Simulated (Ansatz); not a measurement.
A relaxation computed with Ansatz, from input to last step.

```yaml
crystal:
  lattice:
    - [4.0546560487, 0.0, 0.0]
    - [-2.0273280244, 3.5114351418, 0.0]
    - [0.0, 0.0, 6.4907642878]
  atoms:
    - { symbol: Mg, position: [0.6666666667, 0.3333333333, 0.4970164499] }
    - { symbol: Mg, position: [0.3333333333, 0.6666666667, 0.9970164499] }
    - { symbol: S, position: [0.3333333333, 0.6666666667, 0.3779825501] }
    - { symbol: S, position: [0.6666666667, 0.3333333333, 0.8779825501] }
basis:
  ecutwfc: 420
kpoints:
  mp_grid: { grid: [6, 6, 4] }
hamiltonian:
  xc: pbesol
scf:
  occupations: { method: gaussian, width: 0.02 }
output:
  forces: true
  stress: true
  eigenvalues: true
relax:
  adjacent_minimum: "off"
  f_tol: 0.005
  max_steps: 50
  cell: { stress_tol: 0.05 }
```

```bash
ansatz run input.yaml --threads 1 --pin off --max-ram 2560MiB --backend cpu --events-out ev --progress --plain --runs-dir out
```

Computed with Ansatz 0.2.0, DFT PBEsol, scalar-relativistic, plane waves, PAW.

Of 4 frames 3 are shown, positions in Å and forces in eV/Å; the SCF threshold varies from step to step. Steps run on the plane waves of an earlier cell, with a Pulay correction in the pressure. The basis is chosen afresh for the last frame, the zero of the energies, and at times for earlier ones too; energy and pressure step there, also at an unchanged geometry.

```xyz
4
Lattice="4.0547 0.0000 0.0000 -2.0273 3.5114 0.0000 0.0000 0.0000 6.4908" Properties=species:S:1:pos:R:3:forces:R:3 pbc="T T T" step=1 free_energy_over_end_meV_per_atom=2.35 pressure_GPa=-1.32
Mg    2.0273    1.1705    3.2260    0.0000    0.0000   -0.0019
Mg    0.0000    2.3410    6.4714    0.0000    0.0000   -0.0019
S     0.0000    2.3410    2.4534    0.0000    0.0000    0.0019
S     2.0273    1.1705    5.6988    0.0000    0.0000    0.0019
4
Lattice="4.0338 0.0000 0.0000 -2.0169 3.4933 0.0000 0.0000 0.0000 6.4439" Properties=species:S:1:pos:R:3:forces:R:3 pbc="T T T" step=2 free_energy_over_end_meV_per_atom=0.18 pressure_GPa=-0.38
Mg    2.0169    1.1644    3.2012    0.0000    0.0000   -0.0052
Mg    0.0000    2.3289    6.4232    0.0000    0.0000   -0.0052
S     0.0000    2.3289    2.4372    0.0000    0.0000    0.0051
S     2.0169    1.1644    5.6592    0.0000    0.0000    0.0051
4
Lattice="4.0263 0.0000 0.0000 -2.0132 3.4869 0.0000 0.0000 0.0000 6.4229" Properties=species:S:1:pos:R:3:forces:R:3 pbc="T T T" step=4 free_energy_over_end_meV_per_atom=0.00 pressure_GPa=0.02
Mg    2.0132    1.1623    3.1894    0.0000    0.0000   -0.0037
Mg    0.0000    2.3246    6.4008    0.0000    0.0000   -0.0037
S     0.0000    2.3246    2.4306    0.0000    0.0000    0.0037
S     2.0132    1.1623    5.6421    0.0000    0.0000    0.0037
```

The run took 11 s on 1 thread of Arm Neoverse V2, with other jobs on the host, peak memory 0.35 GiB.